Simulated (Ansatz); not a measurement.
Input file for Ansatz (a program for electronic structure):

Ansatz 0.2 input:
```yaml
crystal:
  lattice:
    - [0.0, 3.0009675287, 3.0009675287]
    - [3.0009675287, 0.0, 3.0009675287]
    - [3.0009675287, 3.0009675287, 0.0]
  atoms:
    - { symbol: Ta, position: [0.0, 0.0, 0.0] }
    - { symbol: Ta, position: [0.25, 0.25, 0.25] }
kpoints:
  mp_grid: { grid: [25, 25, 25] }
hamiltonian:
  xc: pbesol
  pseudopotentials: { kind: paw }
scf:
  occupations: { method: fermi_dirac, width: 0.1 }
elastic: { mode: relaxed_ion, stencil: two_point, amplitude: 0.005, f_tol: 0.0005 }
```

Output (shortened):

```
Pseudopotential: Ta, paw, valence charge 13
Functional definition: PBEsol
Crystal: 2 atoms, lattice volume = 54.052 Å³
Basis set: ecut = 420 eV, 1067 PW (Γ), exchange–correlation on 60×60×60 points (8 copies of the dense FFT grid, shifted against one another)
Bands: 17, of which v1, the nominal top of the filled ones, is band 13 counted from 1 (12 counted from 0)
Symmetry: 48 space group operations
Space group: Fd-3m (ITA 227), of the structure as read, at distance tolerance 3.8e-5 Å
k-points: 455 of 15625
SCF 1 converged in 9 iterations: F = -19606.976048 eV  dr2 = 2.07e-14
Crystal: 2 atoms, lattice volume = 53.782 Å³
Basis set: ecut = 420 eV, 1057 PW (Γ), exchange–correlation on 60×60×60 points (8 copies of the dense FFT grid, shifted against one another)
Symmetry: 16 space group operations
k-points: 1183 of 15625
SCF 2 converged in 9 iterations: F = -19606.975843 eV  dr2 = 6.50e-15
Crystal: 2 atoms, lattice volume = 54.323 Å³
SCF 3 converged in 7 iterations: F = -19606.976230 eV  dr2 = 9.37e-15
Crystal: 2 atoms, lattice volume = 54.052 Å³
Symmetry: 8 space group operations
k-points: 2197 of 15625
SCF 4 converged in 10 iterations: F = -19606.975928 eV  dr2 = 7.19e-15
relax step   1: F+E_penalty+E_count = -19606.97592780 eV  Δ(F+E_penalty+E_count) = +0.000e0 eV  max|allowed force component| = 7.268e-2 eV/Å  Δτ_max = 0.0000 Å  (10 SCF iters, accepted)
Crystal: 2 atoms, lattice volume = 54.052 Å³
SCF 5 converged in 8 iterations: F = -19606.976674 eV  dr2 = 6.47e-14
relax step   2: F+E_penalty+E_count = -19606.97667372 eV  Δ(F+E_penalty+E_count) = -7.459e-4 eV  max|allowed force component| = 4.863e-2 eV/Å  Δτ_max = 0.0061 Å  (8 SCF iters, accepted)
Crystal: 2 atoms, lattice volume = 54.052 Å³
SCF 6 converged in 9 iterations: F = -19606.977278 eV  dr2 = 3.76e-14
relax step   3: F+E_penalty+E_count = -19606.97727754 eV  Δ(F+E_penalty+E_count) = -6.038e-4 eV  max|allowed force component| = 3.179e-5 eV/Å  Δτ_max = 0.0124 Å  (9 SCF iters, accepted)
Crystal: 2 atoms, lattice volume = 54.052 Å³
SCF 7 converged in 2 iterations: F = -19606.977278 eV  dr2 = 1.72e-14
Crystal: 2 atoms, lattice volume = 54.052 Å³
SCF 8 converged in 10 iterations: F = -19606.975928 eV  dr2 = 7.07e-15
relax step   1: F+E_penalty+E_count = -19606.97592780 eV  Δ(F+E_penalty+E_count) = +0.000e0 eV  max|allowed force component| = 7.268e-2 eV/Å  Δτ_max = 0.0000 Å  (10 SCF iters, accepted)
Crystal: 2 atoms, lattice volume = 54.052 Å³
SCF 9 converged in 9 iterations: F = -19606.977278 eV  dr2 = 3.64e-14
relax step   2: F+E_penalty+E_count = -19606.97727754 eV  Δ(F+E_penalty+E_count) = -1.350e-3 eV  max|allowed force component| = 1.550e-5 eV/Å  Δτ_max = 0.0186 Å  (9 SCF iters, accepted)
Crystal: 2 atoms, lattice volume = 54.052 Å³
SCF 10 converged in 2 iterations: F = -19606.977278 eV  dr2 = 1.92e-14
SCF converged after 9 iterations
Free energy (F): -19606.976048 eV
Harris-Foulkes:  -19606.976048 eV  (|F-HF|=7.28e-12)
Internal energy: -19606.848668 eV  (E = F + TS)
E sigma→0 (E₀):  -19606.912358 eV
Entropy (-TS):   -0.127380 eV (-63.690 meV/atom)
Fermi energy:    10.905907 eV
--- Per-component energies (eV) ---
  E_band       = -402.276604
  E_kinetic    = 728.054395
  E_local      = -1895.179102  (includes V_loc(G=0)·N_el)
  E_nonlocal   = 40.612025
  E_hartree    = 677.414150
  E_xc         = -428.848624
  E_vxc        = -401.061325  (∫ρ·V_xc dr)
  E_paw        = -16545.201987  (= ΣΔE_a)
  E_vpaw       = -229.531176  (= ΣTr[D̂ρ^β])
  E_aug_tail   = 0.000277  (compensation charges beyond the density's cutoff)
  E_ewald      = -2184.127094
  E_core_change = 0.427293  (= ΣΔE_core)
  E_smearing   = -0.127380  (= −TS)
  E_closure    = 0.000000  (closes the sum)
  Σ components = -19606.976048   (vs F -19606.976048, Δ=0.00e0)
--- Forces (eV/Å), atoms counted from 1 ---
  atom   1  Ta     0.00000000     0.00000000     0.00000000
  atom   2  Ta     0.00000000     0.00000000     0.00000000
  max |Σ_I F_I| component: 1.11e-16 eV/Å
--- Stress (GPa, compression-positive) ---
        0.116368       0.000000       0.000000
        0.000000       0.116368       0.000000
        0.000000       0.000000       0.116368
  P = ⅓ Tr σ = 0.1164 GPa (1.164 kbar)
--- Band table (eV; the first three rows and the last of 455) ---
  k-point 0: bands = ["-56.2633", "-55.9471", "-23.1661", "-23.1661", "-23.1661", "-22.2496", "-22.2496", "-22.2496", "5.1794", "9.8113", "9.8113", "10.6065", "10.6065", "10.6065", "12.9993", "12.9993", "12.9993"]
  k-point 1: bands = ["-56.2623", "-55.9481", "-23.1679", "-23.1679", "-23.1659", "-22.2500", "-22.2476", "-22.2476", "5.2064", "9.7917", "9.7917", "10.6008", "10.6404", "10.6404", "12.9437", "12.9941", "12.9941"]
  k-point 2: bands = ["-56.2596", "-55.9509", "-23.1731", "-23.1731", "-23.1652", "-22.2512", "-22.2421", "-22.2421", "5.2870", "9.7445", "9.7445", "10.5843", "10.7281", "10.7281", "12.7842", "12.9811", "12.9811"]
  k-point 454: bands = ["-56.1140", "-56.0996", "-23.3781", "-23.3685", "-22.7445", "-22.6845", "-22.0371", "-22.0284", "8.7598", "8.7949", "9.6263", "9.8653", "11.4296", "11.5849", "11.7720", "11.9881", "15.4624"]
--- Elastic constants: 2 strain directions × 2 members + reference (group order 48) ---
  dense FFT box of the reference and of every strained cell: 30×30×30
  strains applied: 11, 23; error gains: componentwise 1.00 (the most a stress slope's error grows in a printed constant), spectral 1.73 (1 for all six strains …
  C = ∂σ_k/∂η_j (tension-positive GPa; Voigt order 11 22 33 23 13 12):
         2.587    111.567    111.567      0.000      0.000      0.000
       111.567      2.587    111.567      0.000      0.000      0.000
       111.567    111.567      2.587      0.000      0.000      0.000
         0.000      0.000      0.000   -290.988      0.000      0.000
         0.000      0.000      0.000      0.000   -290.988      0.000
         0.000      0.000      0.000      0.000      0.000   -290.988
  reference stress σ⁰ (GPa):     -0.116     -0.116     -0.116      0.000      0.000      0.000
  moduli (Voigt/Reuss/Hill, GPa): K = 75.24/75.24/75.24   G = -196.39/-106.35/-151.37   E = -1378.63   ν = 3.554
  mechanically stable: NO (min eigenvalue of sym C = -290.99 GPa)
  strain η (Voigt 11):  stress-route row diagonal C_11 = 2.59 GPa, energy-path curvature d²(F+E_count+ΔE)/dδ²/Ω₀ = 2.59 GPa
         δ    σ_11 (GPa)             F (eV)   n_scf  n_hpsi   n_pw
    -5.000e-3      -0.1238      -19606.9758428       9  388914   1066   relax 0 steps, max|allowed force component| 1.11e-16 eV/Å
     5.000e-3      -0.0979      -19606.9762303       7  313990   1073   relax 0 steps, max|allowed force component| 1.11e-16 eV/Å
  strain η (Voigt 23):  stress-route row diagonal C_44 = -290.99 GPa, energy-path curvature d²(F+E_count+ΔE)/dδ²/Ω₀ = -291.69 GPa
         δ    σ_23 (GPa)             F (eV)   n_scf  n_hpsi   n_pw
    -5.000e-3       1.4549      -19606.9772775       2  371428   1073   relax 3 steps, max|allowed force component| 3.18e-5 eV/Å
     5.000e-3      -1.4549      -19606.9772775       2  371532   1073   relax 2 steps, max|allowed force component| 1.55e-5 eV/Å
```

Cost: about 14 core-minutes (a rough figure) on shared cores.

The start of the workflow was typed in or built on a structure type; neither database checked (COD, Materials Project) lists it. It is not the phase usual at ambient conditions (space group No. 229). The cell was relaxed with PBEsol under the symmetry of its start. At this level the phase is mechanically unstable. The run is not spin-polarised. As this level gives no gap, shear constants depend on the k-mesh and smearing (Fermi–Dirac, 0.1 eV here). Scalar-relativistic: spin–orbit coupling is off unless named, which matters more the heavier the elements.

Potentials: the later of the program's two PAW sets.

Ansatz is a plane-wave DFT program.
